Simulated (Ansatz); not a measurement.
Starting cell, TiSi2 (C49 type, space group Cmcm):

```
CELL_PARAMETERS angstrom
      1.76330    -6.75838     0.00000
      1.76330     6.75838     0.00000
      0.00000     0.00000     3.56518
ATOMIC_POSITIONS crystal
  Si 0.94167 0.05833 0.75000
  Si 0.05833 0.94167 0.25000
  Si 0.25029 0.74971 0.75000
  Si 0.74971 0.25029 0.25000
  Ti 0.60320 0.39680 0.75000
  Ti 0.39680 0.60320 0.25000
```

Scan: atom 2 (Si, nearest neighbour Si at 2.380 Å; its periodic images, 3.5 Å or more away, move with it) is displaced towards the nearest neighbour, direction (0.000, 0.663, -0.749) in Cartesian axes, by s. The other atoms stay.

All values below come from r2SCAN (plane waves to 500 eV, PAW, scalar-relativistic; Ansatz, a quantum-chemistry and plane-wave program). k mesh 11×11×11 (Γ-centred), Fermi-Dirac smearing 0.05 eV. With partly filled bands, energies and forces of such displacements shift with the k mesh and the smearing. F∥ is the force on the atom along that direction. This is one of several known forms of TiSi2; the measured ambient cells at hand have space group No. 70. TiSi2 is run without spin polarisation. TiSi2 was relaxed with its symmetry unable to fall. 

```csv
s (Å),F∥ (eV/Å)
-0.710,6.020
-0.568,4.943
-0.426,3.910
-0.284,2.797
-0.142,1.529
0.000,0.001
0.142,-1.981
0.284,-4.765
0.426,-8.928
0.568,-15.325
0.710,-25.368
```

### Question
What is the force constant k = d²E/ds² of this move at s = 0?

### Answer
12.0 eV/Å². The forces along the line at the two nearest points give (1.529 − (-1.981)) / (2·0.142) = 12.36 eV/Å²; the next pair corrects for the finite step.

(For displaced atoms, the force is minus the slope of the energy, and its curvature is a force constant, which sets phonon frequencies.)
